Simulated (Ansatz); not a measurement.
Ba2LaNbO6 in space group C2/m (No. 12; Pearson symbol mS20) at seven volumes, the program Ansatz at the PBEsol level (PAW), shape and atoms relaxed at each. One row is withheld.

```
V (Å³/atom)  P (GPa)
-----------  -------
14.393         14.70
14.868          9.05
15.342          4.18
15.817          0.00
16.291         -3.57
16.766         -6.61
17.240             ?
```

### Question
Fit the shown pressures and predict the withheld one.

### Answer
Third-order Birch–Murnaghan: P = (3/2)B₀(x^(7/2) − x^(5/2))[1 + (3/4)(B′ − 4)(x − 1)] with x = (V₀/V)^(2/3). Least squares on the six rows gives V₀ = 15.818 Å³/atom, B₀ = 128.3 GPa, B′ = 4.11. At V = 17.240, x = 0.9442 and P = -9.26 GPa. The run itself gave -9.18 GPa.

The workflow started from a Materials Project entry (that database holds measured and hypothetical structures alike); the Crystallography Open Database files this formula in space group No. 12, but the cells were not matched. Its standing as an ambient phase is unchecked. The PBEsol relaxation kept the symmetry of its start; whether a distortion lowers the energy is not shown. No spin polarisation was allowed. Scalar-relativistic: spin–orbit coupling is off unless named, which matters more the heavier the elements.

Potentials: the later of the program's two PAW sets.
